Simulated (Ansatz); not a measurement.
Input:

Zr₂Cu:
```
CELL_PARAMETERS angstrom
     -1.59380     1.59380     5.52074
      1.59380    -1.59380     5.52074
      1.59380     1.59380    -5.52074
ATOMIC_POSITIONS crystal
  Cu 0.00000 0.00000 0.00000
  Zr 0.34650 0.34650 0.00000
  Zr 0.65350 0.65350 0.00000
```

This is the PBEsol-relaxed structure.

### Question
All from the program Ansatz at the PBEsol level (PAW), unless another level is named. Estimate the density of states at the Fermi level.

### Answer
0.52 states/eV per atom (mean over ±0.08 eV).

### Question
Give the formation energy from the elements (no fitted shifts).

### Answer
-0.13 eV/atom.

Space group I4/mmm (MoSi2 or CaC2 type). The workflow started from an entry of the Crystallography Open Database (COD), which files this formula under 2 space groups. Its standing as an ambient phase is unchecked. Symmetry was held in the PBEsol relaxation; its stability against distortions is not shown here. No spin polarisation was allowed. The references are the lowest solids computed at this level, not always the standard phases. Spin–orbit coupling is left out wherever it is not named.

Potentials: the later of the program's two PAW sets.
